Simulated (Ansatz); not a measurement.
**AgBiH, a known structure type with other elements, at an estimated volume**

```yaml
crystal:
  lattice:
    - [2.11959, 3.67123, 0.00000]
    - [-2.11959, 3.67123, 0.00000]
    - [0.00000, 0.00000, 7.38446]
  atoms:
    - { symbol: Bi, position: [0.33330, 0.33340, 0.25000] }
    - { symbol: Bi, position: [0.66660, 0.66670, 0.75000] }
    - { symbol: H, position: [0.00000, 0.00000, 0.00000] }
    - { symbol: H, position: [0.00000, 0.00000, 0.50000] }
    - { symbol: Ag, position: [0.33330, 0.33340, 0.75000] }
    - { symbol: Ag, position: [0.66660, 0.66670, 0.25000] }
```

Method: PBEsol, spin-orbit coupling; PAW, plane waves to 420 eV, 9×9×5 Γ-centred mesh, fermi-dirac occupations (width 0.1 eV) (Ansatz 0.2.0), atoms fixed.

The state carries no moments; the state need not be the lowest.

- At the Fermi level: It is a metal, with about 2.6 states/eV a cell as the mean within 0.25 eV of the Fermi level, mostly Bi p (60 %) and H s (23 %).
- Stress: The pressure is 16.8 GPa (compression positive), so with the atoms held at these fractions the cell would first expand. The principal stresses -6.1, 28.3, 28.3 GPa differ, so its shape would change too.
- Formation energy: 1.25 eV an atom against the elements' usual phases (free molecules for gases, crystals otherwise, with no correction for O₂ or N₂), so at this geometry it isn't bound against them. Relaxing would lower it.
- Charges: Bader charges in e: Ag -0.20, Bi +0.45, H -0.25. In the mean Bi gives up most and H takes most.

Origin: a known structure type with other elements, at an estimated volume, so it need not be a known compound. Caveats: atoms or cell far from equilibrium.
